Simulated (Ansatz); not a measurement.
Values for one crystal, relaxed and computed with LDA (plane waves, PAW; program Ansatz); other levels are named.

```yaml
volume_per_atom: 37.98 Å³
electronic_character: metallic (no gap)
Bulk modulus (Birch–Murnaghan fit): 19.1 GPa
debye_temperature_from_the_elastic_constants: 225 K
mechanical_stability: stable (all eigenvalues of C positive)
Pressure derivative B′: 3.1
Elastic constants (relaxed ions, GPa): C11 = 24.5, C12 = 17.2, C44 = 16.4
```

Problem. Which of these materials gives this?
(A) Yb, fcc (Cu type)
(B) Al, fcc (Cu type)
(C) Cs, fcc (Cu type)
(D) Ca, fcc (Cu type)

Solution. D, Ca, fcc (Cu type)

Space group Fm-3m (fcc (Cu type)). The LDA relaxation kept the symmetry of its start. As this level gives no gap, shear constants depend on the k-mesh and smearing (Fermi–Dirac, 0.1 eV here).

Potentials: the earlier of the program's two PAW sets. The files were generated under PBE; for other functionals the program regenerates the frozen cores, and for LDA and PBEsol the local potential too.
